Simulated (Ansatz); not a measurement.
## A trial form of TaCS

All numbers below come from Ansatz 0.2.0, DFT PBE, scalar-relativistic, plane waves, PAW. Cutoff 420 eV, Gaussian smearing, Γ-centred meshes. In-plane cell and atoms relax first on a coarse mesh and then on a finer one. In metals the finer mesh still leaves noise of several meV/atom or more. The steps can't lower the symmetry of their start. Collinear spin is switched on along the way, since trial moments persisted in a coarse test.

The guess for TaCS was made by a generator: Janus sheet modelled on a layer of VSe2, with C on the Se sites and Ta on the V sites (top face changed C to S).

This is a two-dimensional sheet: the third axis spans vacuum and isn't periodic.

```xyz
3
Lattice="3.4852 0.0000 0.0000 -1.7426 3.0183 0.0000 0.0000 0.0000 17.0000" Properties=species:S:1:pos:R:3 pbc="T T F"
Ta    0.0000    0.0000    8.3841
C     0.0000    2.0122    7.0090
S     1.7426    1.0061    9.9910
```

The zero of energy is the elements' standard structures at the same level; no fitted shifts are applied.

Question: Where does the relaxation end?

Answer: The symmetry stays p3m1 (No. 69). The area per atom shrinks by 8.8 %, from 3.5 to 3.2 Å². The shortest distance goes from 2.44 Å (Ta–C) to 2.07 Å (Ta–C). The energy falls by about 0.59 eV/atom (the start's value is from the coarse mesh). The program sets the height of the box itself, so the height of the cell differs between start and end. In-plane cell: a = 3.328 Å, b = 3.328 Å, γ = 120.0°, thickness 2.53 Å between the outermost nuclei. Ta at height 0.78 Å has 3 C at 2.07 Å; C at height 0.00 Å has 3 Ta at 2.07 Å; S at height 2.53 Å has 3 Ta at 2.60 Å.

```
Ta C S
1.0
     3.32818    0.00000    0.00000
    -1.66409    2.88229    0.00000
     0.00000    0.00000   29.76392
Ta C S
1 1 1
Direct
  0.00000 0.00000 0.27352
  0.33333 0.66667 0.24721
  0.66667 0.33333 0.33212
```

Question: Give its energy and gap.

Answer: The energy over the elements is +0.22 eV/atom. The gap on the 18×18×1 mesh of the 3-atom cell is 0 eV (a metal), the net moment per atom is 0.25 μB and the moment by site is C 0.3; S 0.2 μB.

It can't be a ground state, since the elements alone are lower.

The last run used collinear spin and Gaussian smearing of 0.10 eV. Spin–orbit coupling, which can matter for Ta, is left out. The reference forms of C and S are held partly by dispersion forces, which this level lacks. Another magnetic order may lie lower. A structure relaxed within its symmetry needn't be a true minimum. Site moments count only spheres around the atoms; the net moment includes the space between them.
